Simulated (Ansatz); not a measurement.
Al:
```cif
data_Al
_chemical_formula_sum 'Al1'
_space_group_name_H-M_alt 'P 1'
_space_group_IT_number 1
_cell_length_a 2.81557
_cell_length_b 2.81557
_cell_length_c 2.81557
_cell_angle_alpha 60.000
_cell_angle_beta 60.000
_cell_angle_gamma 60.000
loop_
_space_group_symop_operation_xyz
  'x, y, z'
loop_
_atom_site_label
_atom_site_type_symbol
_atom_site_fract_x
_atom_site_fract_y
_atom_site_fract_z
_atom_site_occupancy
Al1 Al 0.00000 0.00000 0.00000 1
```

Relaxed with PBE+D3(BJ).

**Question.** Which orbitals make up the states near the Fermi level in the program Ansatz at the PBE+D3(BJ) level (PAW)?

**Answer.** Within 0.5 eV of the Fermi level: Al 3p 65 %, Al 3s 30 %, outside the projected shells 6 %. Projections are on Löwdin-orthogonalised atomic valence shells; empty p or d shells of many metals are not among them.

**Question.** Tabulate the density of states.

**Answer.** States/eV per cell of 1 atom, in 0.25 eV bins, energy from the Fermi level.

| E (eV) | total | Al 3p | Al 3s |
|---|---|---|---|
| -7.85 | 0.22 | 0.15 | 0.07 |
| -7.60 | 0.22 | 0.15 | 0.07 |
| -7.35 | 0.23 | 0.16 | 0.07 |
| -7.10 | 0.24 | 0.17 | 0.07 |
| -6.85 | 0.25 | 0.17 | 0.07 |
| -6.60 | 0.25 | 0.18 | 0.08 |
| -6.35 | 0.26 | 0.18 | 0.08 |
| -6.10 | 0.27 | 0.19 | 0.08 |
| -5.85 | 0.28 | 0.19 | 0.08 |
| -5.60 | 0.28 | 0.20 | 0.08 |
| -5.35 | 0.29 | 0.21 | 0.08 |
| -5.10 | 0.30 | 0.22 | 0.08 |
| -4.85 | 0.32 | 0.24 | 0.08 |
| -4.60 | 0.31 | 0.23 | 0.08 |
| -4.35 | 0.30 | 0.23 | 0.07 |
| -4.10 | 0.31 | 0.22 | 0.08 |
| -3.85 | 0.33 | 0.23 | 0.10 |
| -3.60 | 0.33 | 0.23 | 0.10 |
| -3.35 | 0.35 | 0.25 | 0.10 |
| -3.10 | 0.37 | 0.27 | 0.10 |
| -2.85 | 0.38 | 0.27 | 0.10 |
| -2.60 | 0.36 | 0.26 | 0.10 |
| -2.35 | 0.36 | 0.26 | 0.09 |
| -2.10 | 0.34 | 0.24 | 0.09 |
| -1.85 | 0.32 | 0.22 | 0.09 |
| -1.60 | 0.35 | 0.25 | 0.09 |
| -1.35 | 0.36 | 0.25 | 0.10 |
| -1.10 | 0.38 | 0.26 | 0.11 |
| -0.85 | 0.41 | 0.28 | 0.11 |
| -0.60 | 0.38 | 0.26 | 0.10 |
| -0.35 | 0.35 | 0.25 | 0.09 |
| -0.10 | 0.35 | 0.23 | 0.11 |
| 0.15 | 0.40 | 0.25 | 0.13 |
| 0.40 | 0.41 | 0.26 | 0.13 |
| 0.65 | 0.42 | 0.27 | 0.13 |
| 0.90 | 0.41 | 0.26 | 0.12 |
| 1.15 | 0.41 | 0.26 | 0.12 |
| 1.40 | 0.41 | 0.26 | 0.11 |
| 1.65 | 0.42 | 0.26 | 0.12 |
| 1.90 | 0.43 | 0.26 | 0.12 |
| 2.15 | 0.43 | 0.26 | 0.13 |
| 2.40 | 0.43 | 0.26 | 0.13 |
| 2.65 | 0.44 | 0.27 | 0.13 |
| 2.90 | 0.45 | 0.27 | 0.13 |
| 3.15 | 0.45 | 0.27 | 0.13 |
| 3.40 | 0.46 | 0.27 | 0.12 |
| 3.65 | 0.47 | 0.28 | 0.12 |
| 3.90 | 0.47 | 0.28 | 0.12 |
| 4.15 | 0.48 | 0.29 | 0.12 |
| 4.40 | 0.49 | 0.29 | 0.12 |
| 4.65 | 0.49 | 0.30 | 0.11 |

Space group Fm-3m (fcc (Cu type)). Symmetry was held in the PBE+D3(BJ) relaxation. The pairwise dispersion correction was not fitted to metals.

Potentials: the earlier of the program's two PAW sets.
